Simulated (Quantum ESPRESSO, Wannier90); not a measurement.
**Tight-binding from DFT: TaC (rock salt)**

```xyz
2
Lattice="0.0000 2.2339 2.2339 2.2339 0.0000 2.2339 2.2339 2.2339 0.0000" Properties=species:S:1:pos:R:3 pbc="T T T"
Ta     0.0000     0.0000     0.0000
C      2.2339     2.2339     2.2339
```

Materials Project entry mp-1086; symmetrised, unrelaxed at this level. COD (Crystallography Open Database) has an entry of this formula and space group (matched by these alone). Computed values, not measurements, from PBEsol: Quantum ESPRESSO (norm-conserving PseudoDojo potentials, cutoff 66 Ry, no spin polarisation, no spin-orbit coupling) on a Γ-centred 12×12×12 mesh, then Wannier90. Density: 12×12×12 mesh, cold smearing 0.01 Ry. Spin-orbit coupling is left out although heavy elements are present.

Energies are relative to the Fermi level.

**Bands.** No gap over 0.05 eV opens at the Fermi level at this level of theory. 3 filled groups are cut off by gaps; the highest, bands 5, spans -14.70 to -10.27 eV and is C 2s 55 %, Ta 5d 25 %, Ta 6s 14 %.

**Model.** 13 functions (Ta spd, C sp) from bands 5-26, frozen to 1.50 eV, reach Ω_I = 11.16 Å² and follow pw.x to 1.8 meV rms (states up to 1.0 eV relative to the Fermi level).

**Frozen window.** Edge, Ω_I and misfit go 1.0 eV, 11.12 Å², 9.0 meV; 1.5 eV, 11.16 Å², 1.8 meV; 3.5 eV, 11.33 Å², 0.8 meV; 5.5 eV, 11.39 Å², 0.6 meV. Ω_I never falls as the edge rises, since each frozen state takes freedom from the choice of the smoothest subspace.

**No window.** Without a frozen window Ω_I drops to 10.50 Å² while the misfit grows to 806 meV: a small spread is no proof of good bands.

**Outer window.** The setting "only the lowest 17 of the kept bands" raises Ω_I to 13.73 Å², as fewer states are left to mix in, and the misfit goes to 0.6 meV.
